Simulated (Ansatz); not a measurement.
Cu Kα1 powder pattern (kinematic, no thermal factors).
2θ (°) (relative intensity): 15.77 (3), 17.30 (6), 23.49 (38), 24.56 (100), 29.32 (3), 31.84 (26), 35.01 (40), 36.46 (2), 38.61 (2), 39.30 (2), 40.62 (53), 42.59 (18), 48.05 (33), 50.35 (14), 51.44 (1), 51.97 (5), 56.27 (4), 56.79 (20), 60.81 (16), 64.20 (6), 66.55 (3), 66.60 (25), 68.02 (5), 72.09 (10), 73.96 (5), 75.27 (2), 77.47 (8), 78.85 (3), 79.29 (4), 82.77 (7), 84.53 (7), 85.80 (3), 87.93 (6), 87.98 (6), 89.20 (1)

The pattern is computed from a structure relaxed with Ansatz 0.2.0, DFT PBE, scalar-relativistic, plane waves, PAW. No spin polarisation. Its elements are Cl, Hg, I.

**Question.** Give the structure.

**Answer.** Hg$_{2}$ICl.
Space group P4/mmm (No. 123). a = 5.122 Å, b = 5.122 Å, c = 5.616 Å, α = 90.00°, β = 90.00°, γ = 90.00°
```
atom  site  symmetry       x       y       z
  Hg    1a     4/mmm  0.0000  0.0000  0.0000
  Hg    1d     4/mmm  0.5000  0.5000  0.5000
   I    1c     4/mmm  0.5000  0.5000  0.0000
  Cl    1b     4/mmm  0.0000  0.0000  0.5000
```

A pattern alone doesn't exclude other cells with like lines; this is the one computed.

The cell was found from a structure generator's guess, not taken from experiment. No dispersion correction is applied, so the spacing between layers, chains or molecules is poorly fixed.
